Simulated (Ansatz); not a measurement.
## Property card for La2TaO2

The calculation used DFT PBE, scalar-relativistic, plane waves, PAW (Ansatz).

Plane waves to 420 eV, a k mesh through Γ of 6×6×10 on the computed 5-atom cell and Gaussian smearing (0.10 eV); collinear spin from starting moments 0.0 0.0 3.1 0.0 0.0 μB.

The structure is relaxed at this level of theory with its symmetry kept, and needn't be the ground state of this composition.

```cif
data_structure
_symmetry_space_group_name_H-M 'P6/mmm'
_symmetry_Int_Tables_number 191
_cell_length_a 6.6260
_cell_length_b 6.6260
_cell_length_c 4.2683
_cell_angle_alpha 90.000
_cell_angle_beta 90.000
_cell_angle_gamma 120.000
_cell_volume 162.29
loop_
_atom_site_label
_atom_site_type_symbol
_atom_site_symmetry_multiplicity
_atom_site_Wyckoff_symbol
_atom_site_fract_x
_atom_site_fract_y
_atom_site_fract_z
_atom_site_occupancy
La1 La 2 c 0.33333 0.66667 0.00000 1
Ta1 Ta 1 a 0.00000 0.00000 0.00000 1
O1 O 2 d 0.33333 0.66667 0.50000 1
```

| Item | Value |
| --- | --- |
| Space group | P6/mmm (No. 191) |
| Volume per atom | 32.46 Å³ |
| Formation energy from the elements' standard states (uncorrected) | -0.448 eV/atom |
| Kohn–Sham band gap | none (metal) |
| Density of states at the Fermi level | 4.2 states/eV per cell |
| Orbital (Löwdin) character within 0.5 eV of the Fermi level | Ta 5d 59 %, La 5d 21 %, La 6s 12 % |
| Bader charge by site (e) | La (2 in the cell) 1.59, Ta (1 in the cell) -0.62, O (2 in the cell) -1.28 |
| Total moment | 3.89 μB per cell |
| Moment by site (μB) | Ta3 2.83 |

Spin-orbit coupling is left out, which matters for the bands of heavy elements.

Only this magnetic start was tried.

Another cell of La2TaO2 relaxed alike, in P-3m1, lies 1.17 eV/atom lower, so this cell isn't the stable form at this level.

The cell was found from a structure generator's guess, not taken from experiment. Löwdin shares on free-atom orbitals overweight diffuse shells.
